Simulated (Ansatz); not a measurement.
**Equation of state of Li**

```cif
data_structure
_symmetry_space_group_name_H-M 'R-3m:H'
_symmetry_Int_Tables_number 166
_cell_length_a 3.1010
_cell_length_b 3.1010
_cell_length_c 22.7649
_cell_angle_alpha 90.000
_cell_angle_beta 90.000
_cell_angle_gamma 120.000
_cell_volume 189.58
loop_
_atom_site_label
_atom_site_type_symbol
_atom_site_symmetry_multiplicity
_atom_site_Wyckoff_symbol
_atom_site_fract_x
_atom_site_fract_y
_atom_site_fract_z
_atom_site_occupancy
Li1 Li 3 a 0.00000 0.00000 0.00000 1
Li2 Li 6 c 0.33333 0.66667 0.88867 1
```

The runs use the primitive cell with vectors (1.550, 0.895, 7.588), (-1.550, 0.895, 7.588), (0.000, -1.790, 7.588) Å, to which the k mesh refers.

The cell is a measured one (Crystallography Open Database entry 9017802); the temperature and pressure of the measurement aren't taken into account, and nothing was relaxed.

All numbers are computed: DFT, LDA, all-electron LAPW, scalar-relativistic (Ansatz 0.2.0); DFT, LDA, PAW with Ansatz's default frozen-core files, scalar-relativistic (Ansatz 0.2.0).

For LAPW: a Γ-centred 12×12×12 k mesh, Fermi–Dirac smearing of 0.08 eV, basis error target 1 meV/atom, no spin polarisation. PAW takes a cutoff of 420 eV at this cell (files made with PBE, cores remade for this functional). The Ansatz runs share mesh, smearing and spin set-up. Plane-wave (PAW) pressures include the program's estimate of the Pulay term.

The cell above is scaled evenly, with fractional coordinates and shape held.

```csv
V/V(cell),V (Å³/atom),"P, LAPW (GPa)","P, PAW (GPa)","free energy over the lowest listed, PAW (meV/atom)"
0.9400,19.801,-0.59,-0.60,0.0
0.9600,20.222,-0.85,-0.86,1.9
0.9800,20.643,-1.09,-1.10,4.5
0.9900,20.854,-1.20,-1.21,6.0
1.0000,21.065,-1.31,-1.32,7.7
1.0100,21.275,-1.41,-1.42,9.5
1.0200,21.486,-1.51,-1.52,11.4
1.0400,21.907,-1.69,-1.70,15.7
1.0600,22.329,-1.85,-1.86,20.3
```
